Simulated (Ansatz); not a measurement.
MgTiNO:
```
CELL_PARAMETERS angstrom
      2.96263     0.00000     0.00000
      0.00000     2.96263     0.00000
      0.00000     0.00000     8.63771
ATOMIC_POSITIONS crystal
  Ti 0.50000 0.00000 0.88422
  N  0.00000 0.50000 0.87260
  Ti 0.00000 0.50000 0.11578
  N  0.50000 0.00000 0.12740
  Mg 0.50000 0.00000 0.37736
  O  0.00000 0.50000 0.37805
  Mg 0.00000 0.50000 0.62264
  O  0.50000 0.00000 0.62195
```

Relaxed with r²SCAN. Special points in fractions of this cell's reciprocal vectors: Γ (0.000, 0.000, 0.000); X (0.000, 0.500, 0.000); M (0.500, 0.500, 0.000); Z (0.000, 0.000, 0.500); R (0.000, 0.500, 0.500); A (0.500, 0.500, 0.500).

### Question
List the band energies nearest the Fermi level at these points for the program Ansatz at the r²SCAN level (PAW).

### Answer
In eV from the Fermi level; about four levels below and three above (degenerate sets whole), none deeper than 8.9 eV; points with the same levels are listed once.

```tsv
k	below	above
Γ	-2.61 -2.57 -2.57 -1.11	0.41 0.41 1.00
X	-4.99 -4.99 -4.49 -4.49	1.52 1.52 1.90 1.90
M	-4.15 -4.15 -1.73 -1.73	2.03 2.03 2.60 2.60
Z	-2.62 -2.62 -2.61 -1.11	0.45 0.45 1.00
R	-4.66 -4.66 -4.49 -4.49	1.52 1.52 1.79 1.79
A	-4.33 -4.33 -1.53 -1.53	1.93 1.93 2.67 2.67
```

Space group P4/nmm. The start of the workflow was typed in or built on a structure type; neither database checked (COD, Materials Project) lists it. Whether it is the stable phase at ambient conditions was not checked. Symmetry was held in the r²SCAN relaxation; its stability against distortions is not shown here. The workflow began spin-polarised and lost its moments. The compound may be a true metal, but semilocal functionals without U, or a wrong spin order, can also close a gap.

Potentials: the earlier of the program's two PAW sets.
